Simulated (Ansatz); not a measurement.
SbPt (NiAs type, P6_3/mmc) under volume change, r²SCAN in the plane-wave PAW code Ansatz, shape and atoms relaxed at each volume.

```tsv
V (Å³/atom)	E − E(relaxed) (meV/atom)	P (GPa)
19.039	85.2	16.12
19.667	35.1	9.60
20.294	8.3	4.33
20.922	0.0	0.00
21.550	7.6	-3.75
22.177	28.6	-6.88
22.805	60.7	-9.46
```

Question: What does a third-order Birch–Murnaghan fit give for V₀, B₀ and B′?

Answer: V₀ = 20.91 Å³/atom, B₀ = 135 GPa, B′ = 5.0.

The workflow started from an entry of the Crystallography Open Database (COD). Whether it is the stable phase at ambient conditions was not checked. The r²SCAN relaxation kept the symmetry of its start; its stability against distortions is not shown here. The run is not spin-polarised. Scalar-relativistic: spin–orbit coupling is off unless named, which matters more the heavier the elements.

Potentials: the later of the program's two PAW sets.
